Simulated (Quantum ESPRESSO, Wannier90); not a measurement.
**Tight-binding from DFT: Mg2Ge (anti-fluorite)**

```
begin unit_cell_cart
ang
    0.0000000000    3.1842950000    3.1842950000
    3.1842950000    0.0000000000    3.1842950000
    3.1842950000    3.1842950000    0.0000000000
end unit_cell_cart
begin atoms_frac
Mg  -0.2500000000 -0.2500000000 -0.2500000000
Mg   0.2500000000  0.2500000000  0.2500000000
Ge   0.0000000000  0.0000000000  0.0000000000
end atoms_frac
```

Cell from Materials Project (mp-408), symmetrised, no further relaxation. COD (Crystallography Open Database) has an entry of this formula and space group (matched by these alone). Computed values, not measurements, from PBEsol: Quantum ESPRESSO (norm-conserving PseudoDojo potentials, cutoff 68 Ry, spinors with spin-orbit coupling) on a Γ-centred 6×6×6 mesh, then Wannier90. Density: 8×8×8 mesh, Gaussian smearing 0.01 Ry.

A tight-binding model is made by disentanglement and projection with no localisation steps (num_iter = 0), so the 24 orbitals stay atom-like: hydrogen-like Mg: s;p; Ge: s;p, axes along x, y, z; frozen window up to 1.50 eV relative to the Fermi level. It follows pw.x to 13 meV rms for states up to 1.0 eV relative to the Fermi level. Matrix elements depend on this choice of orbitals and windows.

The 30 largest hoppings ⟨m,0|H|n,R⟩ between different sites (one of each Hermitian pair; signs follow the real orbitals' lobes; the list may end inside a set of equal values):

```json
[
 {"m": "Mg2 pz↑", "n": "Mg1 pz↑", "R": "0 0 1", "distance of the centres (Å)": "3.18", "t (eV)": "1.982", "Im t (eV)": "0.000"},
 {"m": "Mg2 pz↓", "n": "Mg1 pz↓", "R": "0 0 1", "distance of the centres (Å)": "3.18", "t (eV)": "1.982", "Im t (eV)": "0.000"},
 {"m": "Mg2 py↑", "n": "Mg1 py↑", "R": "0 1 0", "distance of the centres (Å)": "3.18", "t (eV)": "1.982", "Im t (eV)": "0.000"},
 {"m": "Mg2 py↓", "n": "Mg1 py↓", "R": "0 1 0", "distance of the centres (Å)": "3.18", "t (eV)": "1.982", "Im t (eV)": "0.000"},
 {"m": "Mg2 px↑", "n": "Mg1 px↑", "R": "0 1 1", "distance of the centres (Å)": "3.18", "t (eV)": "1.982", "Im t (eV)": "0.000"},
 {"m": "Mg2 px↓", "n": "Mg1 px↓", "R": "0 1 1", "distance of the centres (Å)": "3.18", "t (eV)": "1.982", "Im t (eV)": "0.000"},
 {"m": "Mg2 px↑", "n": "Mg1 px↑", "R": "1 0 0", "distance of the centres (Å)": "3.18", "t (eV)": "1.982", "Im t (eV)": "0.000"},
 {"m": "Mg2 px↓", "n": "Mg1 px↓", "R": "1 0 0", "distance of the centres (Å)": "3.18", "t (eV)": "1.982", "Im t (eV)": "0.000"},
 {"m": "Mg2 py↑", "n": "Mg1 py↑", "R": "1 0 1", "distance of the centres (Å)": "3.18", "t (eV)": "1.982", "Im t (eV)": "0.000"},
 {"m": "Mg2 py↓", "n": "Mg1 py↓", "R": "1 0 1", "distance of the centres (Å)": "3.18", "t (eV)": "1.982", "Im t (eV)": "0.000"},
 {"m": "Mg2 pz↑", "n": "Mg1 pz↑", "R": "1 1 0", "distance of the centres (Å)": "3.18", "t (eV)": "1.982", "Im t (eV)": "0.000"},
 {"m": "Mg2 pz↓", "n": "Mg1 pz↓", "R": "1 1 0", "distance of the centres (Å)": "3.18", "t (eV)": "1.982", "Im t (eV)": "0.000"},
 {"m": "Mg2 s↑", "n": "Mg1 pz↑", "R": "0 0 1", "distance of the centres (Å)": "3.18", "t (eV)": "-1.190", "Im t (eV)": "0.000"},
 {"m": "Mg2 s↓", "n": "Mg1 pz↓", "R": "0 0 1", "distance of the centres (Å)": "3.18", "t (eV)": "-1.190", "Im t (eV)": "0.000"},
 {"m": "Mg2 pz↑", "n": "Mg1 s↑", "R": "0 0 1", "distance of the centres (Å)": "3.18", "t (eV)": "1.190", "Im t (eV)": "0.000"},
 {"m": "Mg2 pz↓", "n": "Mg1 s↓", "R": "0 0 1", "distance of the centres (Å)": "3.18", "t (eV)": "1.190", "Im t (eV)": "0.000"},
 {"m": "Mg2 s↑", "n": "Mg1 py↑", "R": "0 1 0", "distance of the centres (Å)": "3.18", "t (eV)": "-1.190", "Im t (eV)": "0.000"},
 {"m": "Mg2 s↓", "n": "Mg1 py↓", "R": "0 1 0", "distance of the centres (Å)": "3.18", "t (eV)": "-1.190", "Im t (eV)": "0.000"},
 {"m": "Mg2 py↑", "n": "Mg1 s↑", "R": "0 1 0", "distance of the centres (Å)": "3.18", "t (eV)": "1.190", "Im t (eV)": "0.000"},
 {"m": "Mg2 py↓", "n": "Mg1 s↓", "R": "0 1 0", "distance of the centres (Å)": "3.18", "t (eV)": "1.190", "Im t (eV)": "0.000"},
 {"m": "Mg2 s↑", "n": "Mg1 px↑", "R": "0 1 1", "distance of the centres (Å)": "3.18", "t (eV)": "1.190", "Im t (eV)": "0.000"},
 {"m": "Mg2 s↓", "n": "Mg1 px↓", "R": "0 1 1", "distance of the centres (Å)": "3.18", "t (eV)": "1.190", "Im t (eV)": "0.000"},
 {"m": "Mg2 px↑", "n": "Mg1 s↑", "R": "0 1 1", "distance of the centres (Å)": "3.18", "t (eV)": "-1.190", "Im t (eV)": "0.000"},
 {"m": "Mg2 px↓", "n": "Mg1 s↓", "R": "0 1 1", "distance of the centres (Å)": "3.18", "t (eV)": "-1.190", "Im t (eV)": "0.000"},
 {"m": "Mg2 s↑", "n": "Mg1 px↑", "R": "1 0 0", "distance of the centres (Å)": "3.18", "t (eV)": "-1.190", "Im t (eV)": "0.000"},
 {"m": "Mg2 s↓", "n": "Mg1 px↓", "R": "1 0 0", "distance of the centres (Å)": "3.18", "t (eV)": "-1.190", "Im t (eV)": "0.000"},
 {"m": "Mg2 px↑", "n": "Mg1 s↑", "R": "1 0 0", "distance of the centres (Å)": "3.18", "t (eV)": "1.190", "Im t (eV)": "0.000"},
 {"m": "Mg2 px↓", "n": "Mg1 s↓", "R": "1 0 0", "distance of the centres (Å)": "3.18", "t (eV)": "1.190", "Im t (eV)": "0.000"},
 {"m": "Mg2 s↑", "n": "Mg1 py↑", "R": "1 0 1", "distance of the centres (Å)": "3.18", "t (eV)": "1.190", "Im t (eV)": "0.000"},
 {"m": "Mg2 s↓", "n": "Mg1 py↓", "R": "1 0 1", "distance of the centres (Å)": "3.18", "t (eV)": "1.190", "Im t (eV)": "0.000"}
]
```
